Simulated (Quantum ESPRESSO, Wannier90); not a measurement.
SiS2 (Ibam), plane waves to Wannier functions

Cell from Materials Project (mp-1602), symmetrised, no further relaxation. COD (Crystallography Open Database) has the formula in 2 space groups, this one among them (matched by group alone). Method: LDA plane waves in Quantum ESPRESSO 7.5 (PseudoDojo norm-conserving files, 44 Ry, no spin polarisation, no spin-orbit coupling), Bloch states on a 6×6×6 mesh through Γ, Wannier90 4.0.1. Density: 6×6×6 mesh, cold smearing 0.01 Ry. The cell is built of weakly bound layers, chains or molecules, whose nearest atoms lie 3.87 Å apart. Database cells relaxed without dispersion often hold them too far apart, which can enlarge gaps and weakens couplings between them; spacing and stacking were not compared with the measured crystal.

On the energy scale of pw.x, whose zero is arbitrary, the valence-band maximum lies at 2.21 eV.

Input w.win:

```
num_bands = 16
num_wann = 16
exclude_bands = 17-37
num_iter = 1000
conv_tol = 1.0e-6
conv_window = 4
write_hr = true
write_u_matrices = true
auto_projections = true
begin unit_cell_cart
ang
    0.0000000000    0.0000000000    5.5487100000
    5.7493800000    0.0000000000    0.0000000000
   -2.8746900000    4.9104500000   -2.7743550000
end unit_cell_cart
begin atoms_frac
Si  -0.2500000000  0.0000000000  0.0000000000
Si   0.2500000000  0.0000000000  0.0000000000
S   -0.1152500000 -0.3166900000 -0.2305000000
S    0.1152500000  0.3166900000  0.2305000000
S   -0.3847500000 -0.0861900000  0.2305000000
S    0.3847500000  0.0861900000 -0.2305000000
end atoms_frac
mp_grid = 6 6 6
begin kpoints
0.0000000000 0.0000000000 0.0000000000
0.0000000000 0.0000000000 0.1666666667
0.0000000000 0.0000000000 0.3333333333
... (213 more lines: the 6x6x6 mesh through Gamma)
end kpoints
```

Input of pw2wannier90.x that gives the overlap and projection files (equivalent; here they were cut from one run over all bands):

```
&inputpp
  outdir = './out'
  prefix = 'pwscf'
  seedname = 'w'
  write_amn = .true.
  write_mmn = .true.
  scdm_proj = .true.
  scdm_entanglement = 'isolated'
/
```

Output w.wout (banner and timings cut):

```
                                    ------
                                    SYSTEM
                                    ------

                              Lattice Vectors (Ang)
                    a_1     0.000000   0.000000   5.548710
                    a_2     5.749380   0.000000   0.000000
                    a_3    -2.874690   4.910450  -2.774355

                   Unit Cell Volume:     156.65142  (Ang^3)

                        Reciprocal-Space Vectors (Ang^-1)
                    b_1    -0.000000   0.639777   1.132369
                    b_2     1.092846   0.639777  -0.000000
                    b_3     0.000000   1.279554   0.000000

 *----------------------------------------------------------------------------*
 |   Site       Fractional Coordinate          Cartesian Coordinate (Ang)     |
 +----------------------------------------------------------------------------+
 | si   1  -0.25000   0.00000   0.00000   |    0.00000   0.00000  -1.38718    |
 | si   2   0.25000   0.00000   0.00000   |    0.00000   0.00000   1.38718    |
 | s    1  -0.11525  -0.31669  -0.23050   |   -1.15816  -1.13186   0.00000    |
 | s    2   0.11525   0.31669   0.23050   |    1.15816   1.13186   0.00000    |
 | s    3  -0.38475  -0.08619   0.23050   |   -1.15816   1.13186  -2.77435    |
 | s    4   0.38475   0.08619  -0.23050   |    1.15816  -1.13186   2.77435    |
 *----------------------------------------------------------------------------*
                                ------------
                                K-POINT GRID
                                ------------

             Grid size =  6 x  6 x  6      Total points =  216

 *---------------------------------- MAIN ------------------------------------*
 |  Number of Wannier Functions               :                16             |
 |  Number of Objective Wannier Functions     :                16             |
 |  Number of input Bloch states              :                16             |
 |  Output verbosity (1=low, 5=high)          :                 1             |
 |  Timing Level (1=low, 5=high)              :                 1             |
 |  Optimisation (0=memory, 3=speed)          :                 3             |
 |  Length Unit                               :               Ang             |
 |  Post-processing setup (write *.nnkp)      :                 F             |
 |  Using Gamma-only branch of algorithms     :                 F             |
 *----------------------------------------------------------------------------*
 *------------------------------- WANNIERISE ---------------------------------*
 |  Total number of iterations                :              1000             |
 |  Number of CG steps before reset           :                 5             |
 |  Trial step length for line search         :             2.000             |
 |  Convergence tolerence                     :         0.100E-05             |
 |  Convergence window                        :                 4             |
 |  Iterations between writing output         :                 1             |
 |  Iterations between backing up to disk     :               100             |
 |  Write r^2_nm to file                      :                 F             |
 |  Write xyz WF centres to file              :                 F             |
 |  Write on-site energies <0n|H|0n> to file  :                 F             |
 |  Use guiding centre to control phases      :                 F             |
 |  Use phases for initial projections        :                 F             |
 *----------------------------------------------------------------------------*
 *-------------------------------- PLOTTING ----------------------------------*
 |  Plotting Hamiltonian in WF basis          :                 T             |
 *----------------------------------------------------------------------------*

 *---------------------------------- K-MESH ----------------------------------*
 +----------------------------------------------------------------------------+
 |                    Distance to Nearest-Neighbour Shells                    |
 |                    ------------------------------------                    |
 |          Shell             Distance (Ang^-1)          Multiplicity         |
 |          -----             -----------------          ------------         |
 |             1                   0.211057                      4            |
 |             2                   0.213259                      2            |
 |             3                   0.216767                      4            |
 |             4                   0.262285                      4            |
 |             5                   0.338043                      8            |
 |             6                   0.364282                      2            |
 |             7                   0.368109                      4            |
 |             8                   0.371412                      4            |
       ... (lines left out)
 +----------------------------------------------------------------------------+
 | The b-vectors are chosen automatically                                     |
 | The following shells are used:                       1,  2,  3             |
 +----------------------------------------------------------------------------+
 |                        Shell   # Nearest-Neighbours                        |
 |                        -----   --------------------                        |
 |                          1               4                                 |
 |                          2               2                                 |
 |                          3               4                                 |
 +----------------------------------------------------------------------------+
 | Completeness relation is fully satisfied [Eq. (B1), PRB 56, 12847 (1997)]  |
 +----------------------------------------------------------------------------+
 |                  b_k Vectors (Ang^-1) and Weights (Ang^2)                  |
 |                  ----------------------------------------                  |
 |            No.         b_k(x)      b_k(y)      b_k(z)        w_b           |
 |            ---        --------------------------------     --------        |
 |             1         0.182141    0.106629    0.000000     7.535721        |
 |             2        -0.182141   -0.106629    0.000000     7.535721        |
 |             3        -0.182141    0.106629    0.000000     7.535721        |
 |             4         0.182141   -0.106629    0.000000     7.535721        |
 |             5         0.000000    0.213259    0.000000     3.716698        |
 |             6         0.000000   -0.213259    0.000000     3.716698        |
 |             7         0.000000    0.106629    0.188728     7.018864        |
 |             8         0.000000   -0.106629    0.188728     7.018864        |
 |             9         0.000000   -0.106629   -0.188728     7.018864        |
 |            10         0.000000    0.106629   -0.188728     7.018864        |
 +----------------------------------------------------------------------------+
 |                           b_k Directions (Ang^-1)                          |
 |                           -----------------------                          |
 |            No.           x           y           z                         |
 |            ---        --------------------------------                     |
 |             1         0.182141    0.106629    0.000000                     |
 |             2        -0.182141    0.106629    0.000000                     |
 |             3         0.000000    0.213259    0.000000                     |
 |             4         0.000000    0.106629    0.188728                     |
 |             5         0.000000   -0.106629    0.188728                     |
 +----------------------------------------------------------------------------+

 Starting a new Wannier90 calculation ...

 Reading overlaps from w.mmn

 Reading projections from w.amn

 *------------------------------- WANNIERISE ---------------------------------*
 +--------------------------------------------------------------------+<-- CONV
 | Iter  Delta Spread     RMS Gradient      Spread (Ang^2)            |<-- CONV
 +--------------------------------------------------------------------+<-- CONV

 ------------------------------------------------------------------------------
 Initial State
  WF centre and spread    1  (  0.782452, -0.677324,  2.184529 )     1.20357235
  WF centre and spread    2  ( -0.740925, -0.656478, -0.565508 )     1.18086665
  WF centre and spread    3  (  0.801708,  0.655865, -0.580920 )     1.21533203
  WF centre and spread    4  ( -0.710053,  0.718718, -3.364256 )     1.16932168
  WF centre and spread    5  ( -1.501240, -1.056646, -0.001809 )     1.45301877
  WF centre and spread    6  ( -1.505257,  1.018510, -2.777351 )     1.45043910
  WF centre and spread    7  (  1.500672, -1.057261,  2.804447 )     1.44947729
  WF centre and spread    8  (  0.738557,  0.722950,  0.594832 )     1.21716372
  WF centre and spread    9  ( -0.728693,  0.764793, -2.173871 )     1.22902253
  WF centre and spread   10  (  1.470059,  1.065517,  0.015960 )     1.51088213
  WF centre and spread   11  (  0.712821, -0.724629,  3.352531 )     1.22990120
  WF centre and spread   12  ( -0.756469, -0.742969,  0.592362 )     1.26105544
  WF centre and spread   13  (  0.878474,  1.365376, -0.030245 )     1.62768451
  WF centre and spread   14  ( -0.888957, -1.353176, -0.022511 )     1.64424120
  WF centre and spread   15  (  0.892173, -1.352022,  2.756156 )     1.65425842
  WF centre and spread   16  ( -0.945775,  1.309791, -2.781880 )     1.71705718
  Sum of centres and spreads ( -0.000451,  0.001018,  0.002466 )    22.21329420

      0     0.222E+02     0.0000000000       22.2132941564  <-- CONV
        O_D=      0.0082955 O_OD=      3.9034159 O_TOT=     22.2132942 <-- SPRD
 ------------------------------------------------------------------------------
      1    -0.441E+00     0.4096324296       21.7721928013  <-- CONV
        O_D=      0.0097732 O_OD=      3.4608369 O_TOT=     21.7721928 <-- SPRD
      2    -0.145E+00     0.3452194383       21.6276443927  <-- CONV
        O_D=      0.0065173 O_OD=      3.3195443 O_TOT=     21.6276444 <-- SPRD
      3    -0.556E-01     0.2459090598       21.5720393617  <-- CONV
        O_D=      0.0054936 O_OD=      3.2649630 O_TOT=     21.5720394 <-- SPRD
      4    -0.226E-01     0.1771867908       21.5494411097  <-- CONV
        O_D=      0.0047500 O_OD=      3.2431084 O_TOT=     21.5494411 <-- SPRD
      5    -0.163E-01     0.1408943100       21.5331714825  <-- CONV
        O_D=      0.0048727 O_OD=      3.2267161 O_TOT=     21.5331715 <-- SPRD
       ... (lines left out)
    100    -0.998E-04     0.0115585709       21.3504677095  <-- CONV
        O_D=      0.0039653 O_OD=      3.0449197 O_TOT=     21.3504677 <-- SPRD
       ... (lines left out)
    200    -0.334E-04     0.0053678275       21.3425853802  <-- CONV
        O_D=      0.0038872 O_OD=      3.0371155 O_TOT=     21.3425854 <-- SPRD
       ... (lines left out)
    300    -0.467E-04     0.0071308743       21.3384280304  <-- CONV
        O_D=      0.0038496 O_OD=      3.0329956 O_TOT=     21.3384280 <-- SPRD
       ... (lines left out)
    400    -0.118E-04     0.0038934453       21.3362809288  <-- CONV
        O_D=      0.0038130 O_OD=      3.0308852 O_TOT=     21.3362809 <-- SPRD
       ... (lines left out)
    500    -0.464E-05     0.0020375565       21.3352013581  <-- CONV
        O_D=      0.0037967 O_OD=      3.0298219 O_TOT=     21.3352014 <-- SPRD
       ... (lines left out)
    600    -0.648E-05     0.0026548687       21.3346291925  <-- CONV
        O_D=      0.0037877 O_OD=      3.0292587 O_TOT=     21.3346292 <-- SPRD
       ... (lines left out)
    700    -0.152E-05     0.0013995512       21.3343406643  <-- CONV
        O_D=      0.0037806 O_OD=      3.0289773 O_TOT=     21.3343407 <-- SPRD
       ... (lines left out)
    726    -0.813E-06     0.0009514344       21.3342947797  <-- CONV
        O_D=      0.0037795 O_OD=      3.0289326 O_TOT=     21.3342948 <-- SPRD
    727    -0.803E-06     0.0013163757       21.3342939769  <-- CONV
        O_D=      0.0037793 O_OD=      3.0289319 O_TOT=     21.3342940 <-- SPRD
    728    -0.985E-06     0.0009463475       21.3342929919  <-- CONV
        O_D=      0.0037794 O_OD=      3.0289309 O_TOT=     21.3342930 <-- SPRD
             <<<     Delta < 1.000E-06  over  4 iterations     >>>
             <<< Wannierisation convergence criteria satisfied >>>
 Final State
  WF centre and spread    1  (  0.716477, -0.715023,  2.213113 )     1.23810695
  WF centre and spread    2  ( -0.716476, -0.715024, -0.561243 )     1.23810690
  WF centre and spread    3  (  0.716766,  0.714711, -0.561243 )     1.23810887
  WF centre and spread    4  ( -0.715490,  0.716096, -3.335595 )     1.23810731
  WF centre and spread    5  ( -1.487578, -0.901886, -0.000000 )     1.43621252
  WF centre and spread    6  ( -1.484753,  0.897491, -2.774355 )     1.43988495
  WF centre and spread    7  (  1.487572, -0.901882,  2.774355 )     1.43620340
  WF centre and spread    8  (  0.716765,  0.714711,  0.561243 )     1.23810845
  WF centre and spread    9  ( -0.715490,  0.716096, -2.213115 )     1.23810516
  WF centre and spread   10  (  1.488394,  0.903181, -0.000000 )     1.43514053
  WF centre and spread   11  (  0.716476, -0.715023,  3.335597 )     1.23810857
  WF centre and spread   12  ( -0.716476, -0.715024,  0.561242 )     1.23810385
  WF centre and spread   13  (  0.973677,  1.495621,  0.000000 )     1.42225374
  WF centre and spread   14  ( -0.975080, -1.496285,  0.000000 )     1.42115051
  WF centre and spread   15  (  0.975085, -1.496290,  2.774355 )     1.42116914
  WF centre and spread   16  ( -0.979899,  1.498515, -2.774355 )     1.41742217
  Sum of centres and spreads ( -0.000030, -0.000015, -0.000000 )    21.33429303

         Spreads (Ang^2)       Omega I      =    18.301582751
        ================       Omega D      =     0.003779387
                               Omega OD     =     3.028930853
    Final Spread (Ang^2)       Omega Total  =    21.334292992
```
